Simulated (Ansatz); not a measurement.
An Ansatz (a first-principles code) run. Input:

Ansatz 0.2 input:
```yaml
crystal:
  lattice:
    - [0.0, 2.2483180783, 2.2483180783]
    - [2.2483180783, 0.0, 2.2483180783]
    - [2.2483180783, 2.2483180783, 0.0]
  atoms:
    - { symbol: Mg, position: [0.0, 0.0, 0.0] }
kpoints:
  mp_grid: { grid: [16, 16, 16] }
hamiltonian:
  xc: r2scan
  pseudopotentials: { kind: paw }
scf:
  occupations: { method: gaussian, width: 0.1 }
checkpoint: { read: metal.run }
output: { bader: true, populations: true }
```

Output (shortened):

```
Pseudopotentials: kind: paw
Pseudopotential: Mg, paw, valence charge 10
Functional definition: r2SCAN
Crystal: 1 atoms, lattice volume = 22.730 Å³
Basis set: ecut = 500 eV, 561 PW (Γ), exchange–correlation on 96×96×96 points (64 copies of the dense FFT grid, shifted against one another)
Bands: 13, of which v1, the nominal top of the filled ones, is band 5 counted from 1 (4 counted from 0)
Symmetry: 48 space group operations
Space group: Fm-3m (ITA 225), of the structure as read, at distance tolerance 2.8e-5 Å
k-points: 145 of 4096
PAW frozen core: Mg, regenerated for the run's functional
Initial density: read from a saved state, or passed on in memory by an earlier SCF of this step, an earlier step, the calling program or the single point that …
Stability of the state it starts from, as read at its close in the unpolarized treatment …
Initial wavefunctions: pseudopotential atomic-orbital guess
Eigensolver: davidson
Functional: x = r2scan, c = r2scan; τ floored in thin density (d = 2e-4 eV/Å³)
iter 1 solved again at ethr=2.36e-9 eV; its pass at ethr=3.10e-3 eV (dr2=2.36e-7 eV) is discarded
SCF iter   1: F=—  HF=-1926.387589 eV  |F-HF|=—  |Δ(HF+E_count)|=         —  Δρ=3.29e-7  dr2=1.09e-11  dr2_τ=1.08e-12  ethr=2.36e-9  ⟨swp⟩=3.2  Hψ=17187  notcnv=0
all-band conjugate gradients solve this SCF's bands
preconditioner: auto → none
SCF iter   2: F=-1926.387589 eV  HF=-1926.387589 eV  |F-HF|=2.05e-12  |Δ(HF+E_count)|=  3.70e-10  Δρ=1.20e-7  dr2=2.07e-12  dr2_τ=1.04e-13  ethr=1.00e-12  ⟨swp⟩=4.4  Hψ=6091  notcnv=0
SCF 1 converged in 2 iterations: F = -1926.387589 eV  dr2 = 2.07e-12
SCF converged after 2 iterations
Free energy (F): -1926.387589 eV
Harris-Foulkes:  -1926.387589 eV  (|F-HF|=2.05e-12)
Internal energy: -1926.384618 eV  (E = F + TS)
E sigma→0 (E₀):  -1926.386103 eV
Entropy (-TS):   -0.002971 eV (-2.971 meV/atom)
Fermi energy:    5.723670 eV
--- Per-component energies (eV) ---
  E_band       = -370.820077
  E_kinetic    = 74.352021
  E_local      = -1617.804811  (includes V_loc(G=0)·N_el)
  E_nonlocal   = 95.909418
  E_hartree    = 577.967815
  E_xc         = -26.394807
  E_vxc        = -38.330994  (∫ρ·V_xc dr)
  E_paw        = -296.279410  (= ΣΔE_a)
  E_vpaw       = -43.388633  (= ΣTr[D̂ρ^β])
  E_aug_tail   = -0.000001  (compensation charges beyond the density's cutoff)
  E_vtau       = 2.507305  (kinetic-family band-sum trace: ∫τ·v_τ [+ j·A + Jᵃ·Aᵃ] dr)
  E_ewald      = -734.108633
  E_core_change = -0.026208  (= ΣΔE_core)
  E_smearing   = -0.002971  (= −TS)
  E_closure    =  0.000000  (closes the sum)
  Σ components = -1926.387589   (vs F -1926.387589, Δ=0.00e0)
  [band-id]    e_kinetic+e_local+e_nonlocal+2·e_hartree+e_vxc+e_vpaw+e_augmentation_tail+e_vtau = -370.820066   (vs E_band -370.820077, Δ=1.04e-5)
--- Band table (eV; the first three rows and the last of 145) ---
  k-point 0: bands = ["-73.2337", "-38.3133", "-38.3133", "-38.3133", "-1.6902", "18.9403", "18.9403", "18.9403", "21.3178", "21.3178", "21.3178", "21.3792", "25.2929"]
  k-point 1: bands = ["-73.2336", "-38.3147", "-38.3135", "-38.3135", "-1.5966", "17.4828", "18.7499", "18.7499", "21.2112", "21.6625", "21.6625", "22.7899", "24.7060"]
  k-point 2: bands = ["-73.2333", "-38.3185", "-38.3141", "-38.3141", "-1.3165", "15.3008", "18.3763", "18.3763", "20.9008", "22.4967", "22.4967", "23.5716", "23.5716"]
  k-point 144: bands = ["-73.2296", "-38.3368", "-38.3368", "-38.3269", "7.2457", "7.2457", "7.7155", "9.9177", "21.8556", "21.8556", "23.1067", "24.4676", "32.4821"]
  band table: 13 of 13 bands, residual norms ≤ 1.0e-3 eV
--- Löwdin populations: 1 site ---
  site symbol       q [e]
     0     Mg      9.4422
  spilling = 0.055785 (of n_electrons = 10.000000)
--- Bader charges: 1 site ---
  site symbol  charge [e]  shift [e]
     0     Mg      0.0000     0.0000
  shift: an alarm, by how much a part of what the PAW files miss would move the charge. Where it is large, compare
  with a run on PAW files of another source; a small one proves nothing
  estimated error of the sums over rays = 1.1e-7 e
```

Cost: around 5 core-seconds (rough) on shared cores.

The workflow started from a Materials Project entry (that database holds measured and hypothetical structures alike); the Crystallography Open Database copy checked does not list it. It is not the phase usual at ambient conditions (space group No. 194). Symmetry was held in the r²SCAN relaxation; whether a distortion lowers the energy is not shown.

Potentials: the later of the program's two PAW sets.

Ansatz is a plane-wave DFT program.
